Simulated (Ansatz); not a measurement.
ZnGeP2:
```xyz
8
Lattice="-2.7123 2.7123 5.3546 2.7123 -2.7123 5.3546 2.7123 2.7123 -5.3546" Properties=species:S:1:pos:R:3 pbc="T T T"
Ge     0.0000     0.0000     5.3546
Ge     2.7123     0.0000     2.6773
Zn     0.0000     0.0000     0.0000
Zn     0.0000     2.7123     2.6773
P      1.3652     1.3561     1.3387
P      1.3561     4.0593    -1.3387
P      1.3471     1.3561     6.6933
P      1.3561    -1.3471     4.0160
```

Relaxed with PBEsol. Special points in fractions of this cell's reciprocal vectors: Γ (0.000, 0.000, 0.000); X (0.000, 0.000, 0.500); P (0.250, 0.250, 0.250); N (0.000, 0.500, 0.000); M (0.500, 0.500, -0.500); S (0.314, 0.686, -0.314); S0 (-0.314, 0.314, 0.314); R (-0.128, 0.128, 0.500); G (0.500, 0.500, -0.128).

**Question.** List the band energies nearest the valence-band maximum at these points for PBEsol with spin–orbit coupling (plane waves, PAW; program Ansatz).

**Answer.** In eV from the valence-band maximum; about four levels below and three above (degenerate sets whole), none deeper than 8.9 eV; points with the same levels are listed once.

```tsv
k	below	above
Γ	-0.06 -0.06 0.00 0.00	1.23 1.23 1.37 1.37
X	-0.79 -0.79 -0.79 -0.79	1.15 1.15 1.15 1.15
P	-1.16 -1.16 -1.16 -1.15	1.80 1.80 1.80 1.81
N	-1.71 -1.71 -1.03 -1.03	2.36 2.36 2.45 2.45
M	-1.43 -1.43 -1.43 -1.43	1.11 1.11 1.11 1.11
S	-1.22 -1.20 -0.92 -0.90	1.30 1.30 2.40 2.40
R	-1.16 -1.16 -1.14 -1.14	1.53 1.53 1.54 1.54
```

Space group I-42d (chalcopyrite). The cell was relaxed with PBEsol under the symmetry of its start.

Potentials: the later of the program's two PAW sets.
